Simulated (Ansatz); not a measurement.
Be3N2:
```yaml
crystal:
  lattice:
    - [1.41744, 0.81836, 4.86156]
    - [-1.41744, 0.81836, 4.86156]
    - [0.00000, -1.63671, 4.86156]
  atoms:
    - { symbol: Be, position: [0.14086, 0.14086, 0.14086] }
    - { symbol: Be, position: [0.68240, 0.68240, 0.68240] }
    - { symbol: Be, position: [0.91115, 0.91115, 0.91115] }
    - { symbol: N, position: [0.79586, 0.79586, 0.79586] }
    - { symbol: N, position: [0.29164, 0.29164, 0.29164] }
```

This is the r²SCAN-relaxed structure. x, y and z are the axes in which the lattice vectors are written.

### Question
All from r²SCAN (plane waves, PAW; program Ansatz), unless another level is named. Predict the hole effective mass, band 1 of 2 at the edge.

### Answer
1.0 along x, 2.2 along z (mₑ).

### Question
What about the band gap?

### Answer
3.42 eV (indirect).

### Question
Predict the valence-band maximum.

### Answer
at Γ.

Space group R3m. The workflow started from a Materials Project entry (that database holds measured and hypothetical structures alike); the Crystallography Open Database copy checked does not list it. COD files the formula under space group No. 206. Whether it is the stable phase at ambient conditions was not checked. The cell was relaxed with r²SCAN under the symmetry of its start; its stability against distortions is not shown here.

Potentials: the later of the program's two PAW sets.
